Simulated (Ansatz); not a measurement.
BePd:
```yaml
crystal:
  lattice:
    - [2.79744, 0.00000, 0.00000]
    - [0.00000, 2.79744, 0.00000]
    - [0.00000, 0.00000, 2.79744]
  atoms:
    - { symbol: Be, position: [0.00000, 0.00000, 0.00000] }
    - { symbol: Pd, position: [0.50000, 0.50000, 0.50000] }
```

Relaxed with PBEsol. Special points in fractions of this cell's reciprocal vectors: Γ (0.000, 0.000, 0.000); X (0.000, 0.500, 0.000); M (0.500, 0.500, 0.000); R (0.500, 0.500, 0.500).

Q: List the band energies nearest the Fermi level at these points for PBEsol in the plane-wave PAW code Ansatz.

A: In eV from the Fermi level; about four levels below and three above (degenerate sets whole), none deeper than 8.9 eV; points with the same levels are listed once.

| k | below | above |
|---|---|---|
| Γ | -5.74 -5.74 -2.37 -2.37 -2.37 | 5.38 5.38 5.38 |
| X | -3.97 -3.97 -2.23 -0.01 | 10.33 10.33 11.35 |
| M | -3.42 -3.42 -1.93 -1.93 -1.31 | 5.53 6.18 8.83 |
| R | -6.55 -6.55 -6.55 -1.23 -1.23 | 4.80 5.60 5.60 5.60 |

Space group Pm-3m (CsCl type). The workflow started from an entry of the Crystallography Open Database (COD). Its standing as an ambient phase is unchecked. The cell was relaxed with PBEsol under the symmetry of its start; of distortions, only those at the zone centre were tested. The run is not spin-polarised. Spin–orbit coupling is left out wherever it is not named.

Potentials: the later of the program's two PAW sets.
